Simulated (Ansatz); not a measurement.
TiN (rock salt) is sheared across one {100} plane: the third cell vector gains the shift, so faults repeat every 6.4 Å. The cut lies between planes 2.12 Å apart; the cell height is held.

```xyz
6
Lattice="3.0030 0.0000 0.0000 0.0000 3.0030 0.0000 1.5015 1.5015 6.3704" Properties=species:S:1:pos:R:3 pbc="T T T"
N      1.2513     1.2513     5.3086
N      1.2513     1.2513     1.0617
N      2.7528     2.7528     3.1852
Ti     2.7528     2.7528     5.3086
Ti     2.7528     2.7528     1.0617
Ti     1.2513     1.2513     3.1852
```

In-plane vectors a = (3.003, 0.000) Å, b = (0.000, 3.003) Å, area 9.02 Å². The shift is s times the vector a (length 3.003 Å), so s = 1 restores the start. Atoms relax along the normal only. γ = [E(shift) − E(0)] / area.

Method: PBE (plane waves to 420 eV, PAW, scalar-relativistic; Ansatz, an electronic-structure program). k mesh 13×13×13 (Γ-centred), Fermi-Dirac smearing 0.05 eV. Energies are extrapolated to zero smearing. With partly filled bands, the k mesh leaves noise in γ, roughly 0.02 J/m² as judged from a few cases. Faults lie only 6.4 Å apart, and holding the cell height raises γ above its relaxed value. TiN is run without spin polarisation. TiN was relaxed with its symmetry unable to fall. The zero of γ is zero shift. The last digit holds for this mesh only.

```csv
s,γ (J/m²)
0.000,0.00
0.083,0.24
0.167,0.88
0.250,1.70
0.333,2.46
0.417,2.96
0.500,withheld
0.583,2.96
0.667,2.46
0.750,1.70
0.833,0.88
0.917,0.24
```

Task: Fit a Fourier form (three harmonics of 1 − cos and sin) to the given rows and predict γ at s = 0.500.

Result: Least squares on the 11 given rows: γ = (1.571)·[1 − cos(2πs)] + (0.068)·[1 − cos(4πs)], in J/m²; root-mean-square residual 0.005 J/m². At 0.500 the fit gives 3.14 J/m²; the calculation gives 3.13 J/m², so the interpolation is off by 0.01 (+0.3 %). 

(The slope of γ gives the shear force per area between the displaced halves; near zero shift its curvature is an elastic stiffness.)
